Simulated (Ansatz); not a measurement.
The cell is Ga4SbAs3, ordered on the zincblende lattice (P-43m) with 8 atoms a cell; cell and atoms were relaxed with r2SCAN. It is cubic, P-43m (No. 215); conventional cell a = 5.787 Å, 24.23 Å³ an atom. As is surrounded by 4 Ga at 2.48 Å; Ga is surrounded by 3 As at 2.48 Å and 1 Sb at 2.59 Å; Sb is surrounded by 4 Ga at 2.59 Å.

The questions ask for values computed with the PAW code Ansatz on this geometry. Note: simulated data, non-magnetic, for a generated structure that need not be the stable one.

Given (4×4×4 mesh): With r2SCAN the gap is 0.43 eV and direct, at Γ.

**Question.** What does PBE give for the gap (4×4×4 mesh)?

**Answer.** With PBE the gap is 0.03 eV and direct, at Γ. (This is within a few times the smearing of 0.02 eV, so the filling near the edges can be smeared.) The gap differs by -0.40 eV from r2SCAN's.

**Question.** Estimate the gap with PBE+SOC on 4×4×4.

**Answer.** PBE+SOC gives a gap of zero: filled and empty bands touch at Γ. Spin-orbit coupling itself accounts for -0.03 eV.

**Question.** Estimate the gap with HSE06 on 4×4×4.

**Answer.** The HSE06 gap is direct at Γ: 0.78 eV. The gap differs by +0.35 eV from r2SCAN's.

**Question.** Roughly how does the cost of the PBE+SOC run (4×4×4) compare with r2SCAN's (4×4×4)?

**Answer.** About 5 times as much (3 core-minutes against 40 core-seconds, on 4 threads of Arm Neoverse V1 (shared host)).

**Question.** What do these levels agree on?

**Answer.** The levels disagree on the kind of gap: direct with PBE, r2SCAN, HSE06; zero gap with PBE+SOC.

Only the levels marked +SOC include spin-orbit coupling.

Gaps or overlaps of about a tenth of an eV are at the limit of these meshes: between the points read a gap can be smaller or closed.

The meshes of the hybrids are coarse, so their gaps aren't converged to the digits shown.

Gaps under 0.1 eV (PBE) can't be told from a closed one: the bands may be in normal order or already inverted, which a gap's size doesn't show.
